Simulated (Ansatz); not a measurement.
Input:

CoSi2:
```xyz
3
Lattice="0.0000 2.6368 2.6368 2.6368 0.0000 2.6368 2.6368 2.6368 0.0000" Properties=species:S:1:pos:R:3 pbc="T T T"
Co     0.0000     0.0000     0.0000
Si     3.9552     3.9552     3.9552
Si     1.3184     1.3184     1.3184
```

This is the LDA-relaxed structure.

Task: All from the program Ansatz at the LDA level (PAW), unless another level is named. Estimate the electronic character.

Result: metallic (no gap).

Task: Next, the density of states at the Fermi level?

Result: 0.33 states/eV per atom (mean over ±0.08 eV).

Task: Predict the formation energy from the elements (no fitted shifts).

Result: -0.62 eV/atom.

Space group Fm-3m (fluorite or antifluorite type). The LDA relaxation kept the symmetry of its start; phonons on a q-mesh show no instability. The run is not spin-polarised. The references are the lowest solids computed at this level, not always the standard phases.

Potentials: the later of the program's two PAW sets.
